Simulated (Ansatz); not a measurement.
Starting cell, HfO2 (fluorite):

```xyz
6
Lattice="0.0000 5.0976 5.0976 2.5488 2.5488 5.0976 2.5488 2.5488 0.0000" Properties=species:S:1:pos:R:3 pbc="T T T"
Hf     0.0000     0.0000     0.0000
Hf     0.0000     2.5488     2.5488
O      1.2744     1.2744     1.2744
O      1.2744     3.8232     3.8232
O      3.8232     8.9208     8.9208
O      3.8232     6.3720     6.3720
```

The atoms are displaced by Q × the pattern below (from a DFPT mode at X = (0.5, 0.5, 0.0), largest move 1; Q in Å), at fixed cell. It is one choice among 2 degenerate patterns. (q is in reciprocal vectors of the primitive cell; the cell shown is doubled to hold the pattern.)

| atom | x | y | z |
|---|---|---|---|
| Hf1 | 0.001 | 0.000 | 0.000 |
| Hf2 | -0.001 | 0.000 | 0.000 |
| O3 | 0.000 | -1.000 | 0.000 |
| O4 | 0.000 | 1.000 | 0.000 |
| O5 | 0.000 | -1.000 | 0.000 |
| O6 | 0.000 | 1.000 | 0.000 |

Computed with PBE (plane waves to 420 eV, PAW, scalar-relativistic; Ansatz, a quantum-chemistry and plane-wave program). k mesh 11×11×11 (Γ-centred), Fermi-Dirac smearing 0.05 eV. Energies are smeared free energies. HfO2 is run without spin polarisation. HfO2 was relaxed with its symmetry unable to fall. Spin-orbit coupling is left out, though Hf is heavy. This is a high-temperature form of HfO2. ΔE is measured from the undisplaced structure.

The scan covers Q from -0.280 to 0.280 Å in 13 points.

Problem. Which space group does the distorted structure have?

Solution. Cmcm (No. 63), lowered from Fm-3m.

Problem. Is this a single well or a double well?

Solution. A single well with its minimum at or next to zero displacement.

Problem. What is the energy change at Q = 0.280 Å?

Solution. 3260 meV/cell.

Problem. What harmonic wavenumber does the curvature at Q = 0 give?

Solution. 546 cm⁻¹.

(For displaced atoms, the force is minus the slope of the energy, and its curvature is a force constant, which sets phonon frequencies.)
